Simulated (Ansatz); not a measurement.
This cell of Ca (fcc, Cu type) is off equilibrium:

```
Ca
1.0
    5.56846     0.00000     0.00000
    0.00000     5.56846     0.00000
    0.00000     0.00000     5.56846
Ca
4
Direct
  0.00000   0.00000   0.00000
  0.52837   0.50000   0.00000
  0.50000   0.00000   0.50000
  0.00000   0.50000   0.50000
```

Level of theory: r2SCAN (plane waves to 500 eV, PAW, scalar-relativistic; Ansatz, a first-principles code). k mesh 7×7×7 (Γ-centred), Fermi-Dirac smearing 0.05 eV. The energy includes the smearing's −TS. Compression counts positive. With partly filled bands, energies and forces of such displacements shift with the k mesh and the smearing. Ca was relaxed with its symmetry unable to fall.

What forces act on the atoms (eV/Å, Cartesian)?


```json
[
 {"atom": "Ca1", "Fx": "0.168", "Fy": "0.000", "Fz": "0.000"},
 {"atom": "Ca2", "Fx": "-0.369", "Fy": "0.000", "Fz": "0.000"},
 {"atom": "Ca3", "Fx": "0.033", "Fy": "0.000", "Fz": "0.000"},
 {"atom": "Ca4", "Fx": "0.168", "Fy": "0.000", "Fz": "0.000"}
]
```

In it atom 2 sits (0.158, 0.000, 0.000) Å away from its relaxed site. What is its energy relative to the relaxed cell?

29 meV/cell.

(A displaced cell: forces are minus the slopes of the energy, force constants its curvatures, and phonons follow from these.)
